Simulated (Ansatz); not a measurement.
AlAu₄:
```yaml
crystal:
  lattice:
    - [6.92207, 0.00000, 0.00000]
    - [0.00000, 6.92207, 0.00000]
    - [0.00000, 0.00000, 6.92207]
  atoms:
    - { symbol: Al, position: [0.06287, 0.06287, 0.06287] }
    - { symbol: Al, position: [0.43713, 0.93713, 0.56287] }
    - { symbol: Al, position: [0.56287, 0.43713, 0.93713] }
    - { symbol: Al, position: [0.93713, 0.56287, 0.43713] }
    - { symbol: Au, position: [0.68315, 0.68315, 0.68315] }
    - { symbol: Au, position: [0.81685, 0.31685, 0.18315] }
    - { symbol: Au, position: [0.18315, 0.81685, 0.31685] }
    - { symbol: Au, position: [0.31685, 0.18315, 0.81685] }
    - { symbol: Au, position: [0.78705, 0.95031, 0.38346] }
    - { symbol: Au, position: [0.71295, 0.04969, 0.88346] }
    - { symbol: Au, position: [0.28705, 0.54969, 0.61654] }
    - { symbol: Au, position: [0.21295, 0.45031, 0.11654] }
    - { symbol: Au, position: [0.38346, 0.78705, 0.95031] }
    - { symbol: Au, position: [0.88346, 0.71295, 0.04969] }
    - { symbol: Au, position: [0.61654, 0.28705, 0.54969] }
    - { symbol: Au, position: [0.11654, 0.21295, 0.45031] }
    - { symbol: Au, position: [0.95031, 0.38346, 0.78705] }
    - { symbol: Au, position: [0.04969, 0.88346, 0.71295] }
    - { symbol: Au, position: [0.54969, 0.61654, 0.28705] }
    - { symbol: Au, position: [0.45031, 0.11654, 0.21295] }
```

Relaxed with PBEsol. Special points in fractions of this cell's reciprocal vectors: Γ (0.000, 0.000, 0.000); X (0.000, 0.500, 0.000); M (0.500, 0.500, 0.000); R (0.500, 0.500, 0.500); X1 (0.500, 0.000, 0.000).

**Question.** List the band energies nearest the Fermi level at these points for plane-wave PAW PBEsol with spin–orbit coupling (Ansatz code).

**Answer.** In eV from the Fermi level; about four levels below and three above (degenerate sets whole), none deeper than 8.9 eV; points with the same levels are listed once.

| k | below | above |
|---|---|---|
| Γ | -0.12 -0.12 -0.12 -0.12 | 0.29 0.29 0.44 0.44 0.44 0.44 |
| X | -0.36 -0.36 -0.33 -0.33 | 0.50 0.50 0.53 0.53 |
| M | -0.30 -0.30 -0.30 -0.30 | 1.04 1.04 1.04 1.04 |
| R | -2.13 -2.13 -2.13 -2.13 -2.13 -2.13 | 0.32 0.32 0.33 0.33 0.33 0.33 0.33 0.33 |

Space group P2_13. The first step of the workflow began from a Materials Project structure, measured or hypothetical; the Crystallography Open Database files this formula in space group No. 198, but the cells were not matched. Whether it is the stable phase at ambient conditions was not checked. The cell was relaxed with PBEsol under the symmetry of its start; whether a distortion lowers the energy is not shown.

Potentials: the later of the program's two PAW sets.
